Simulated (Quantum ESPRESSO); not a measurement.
## Different elements on one site among Ga Pd Zn

All numbers below are calculated, not measured. They come from Quantum ESPRESSO 7.5, a public plane-wave density functional program. Each row is one single-point run on a made-up periodic cell of eight metal atoms, with elements, volume, strain and displacements drawn at random and not relaxed, so a cell may be unstable or far from any real phase. There is no spin polarisation or spin-orbit coupling.

Settings: PBE unless stated; PseudoDojo standard norm-conserving files; Fermi-Dirac width 0.25 eV, which means electrons at about 2900 K; cutoff 1143 eV; 5 x 5 x 5 k mesh shifted half a step off Gamma. E is the free energy of the whole cell (internal energy minus TS), so a -TS column is already part of it. Stress is positive in tension, and the pressure P is minus a third of its trace.

Checks: one run of this series was repeated at a higher cutoff and on a denser mesh, which moved values by no more than 0.004 eV, 0.08 GPa and 0.007 eV/Å, and a second program with other atomic files agreed on it to 2 % rms in force and 0.5 GPa in pressure. Known limits: heavy elements are run without spin-orbit coupling, which real alloys of them have; a spin test at this wide smearing found no moment, but such smearing suppresses magnetism that the real alloy may have.

The lattice is face-centred cubic, and the cell vectors in Å are (1.953, 3.950, 1.900); (0.043, 3.956, -3.855); (-3.896, 3.934, 0.022), a volume of 118.70 Å³. The elements on sites 1 to 8 are X Pd Zn Zn Ga Zn Pd Pd. The runs change X and keep the cell and the displaced positions. The column v is a rough volume for each atom of the pure element, close to PBE values, from general knowledge and not from these runs. Energies are left out, as each element's file has its own zero.

| run | X | v (Å³) | -TS (eV) | force on X (eV/Å) | rms force (eV/Å) | P (GPa) |
|---|---|---|---|---|---|---|
| 1 | Zr | 23.4 | -0.791 | 1.087 | 0.727 | 12.90 |
| 2 | Al | 16.5 | -0.581 | 0.764 | 0.587 | 2.10 |
| 3 | Ti | 17.3 | ? | ? | ? | ? |
| 4 | W | 16.1 | -0.949 | 0.493 | 0.545 | 4.30 |
| 5 | Ir | 14.5 | -0.821 | 1.342 | 0.622 | 1.16 |

## Worked fit

A straight line through the runs shown gives P = -18.3 + 1.326 v GPa with v in Å³, an error of 0.202 on the slope and a scatter of 1.38 GPa. At this fixed volume the pressure tends to rise with the size of X.

## Withheld run

Question: what pressure should run 3, with Ti, give?

The fit gives 4.64 ± 1.55 GPa. The calculation gave 4.50 GPa.
